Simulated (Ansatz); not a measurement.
Space group Pccn (No. 56). a = 4.687 Å, b = 8.059 Å, c = 8.518 Å, α = 90.00°, β = 90.00°, γ = 90.00°
| atom | site | symmetry | x | y | z |
| --- | --- | --- | --- | --- | --- |
| Si | 8e | 1 | 0.1429 | 0.0629 | 0.1593 |
| O | 8e | 1 | 0.5901 | 0.0555 | 0.7989 |
| O | 4c | ..2 | 0.2500 | 0.2500 | 0.6395 |
| O | 4a | -1 | 0.0000 | 0.5000 | 0.5000 |

Equation of state of this SiO2 structure (not necessarily the ground state), with shape and atoms relaxed at each volume where symmetry leaves them free. The calculation used Ansatz 0.2.0, DFT LDA, scalar-relativistic, plane waves, PAW.

Cutoff 420 eV; k points 6×4×4 on the computed 24-atom cell (Γ-centred); Gaussian smearing, width 0.02 eV; no spin polarisation.

```tsv
V (Å³/atom)	E − E(largest V) (meV/atom)	P (GPa)	gap on mesh (eV)
11.795	13.61	12.52	5.71
12.197	-12.47	8.41	5.69
12.600	-29.23	5.10	5.65
13.002	-38.53	2.46	5.61
13.404	-41.59	-0.01	5.55
13.806	-37.96	-3.00	5.42
14.208	-26.66	-6.05	5.26
14.744	0.00	-9.84	5.02
```

Does one Birch–Murnaghan curve describe these points?

Not well: the fit leaves 0.55 meV/atom rms, which suggests a change of structure or state along the series.

The gaps are read on the mesh, which can miss the band edges, so they can be too wide.

This form isn't the usual stable structure of the compound.

Cost: 8 runs of about 90 core-minutes in all, on Oxide Virtual Turin-like Processor (Zen 5) (shared hosts).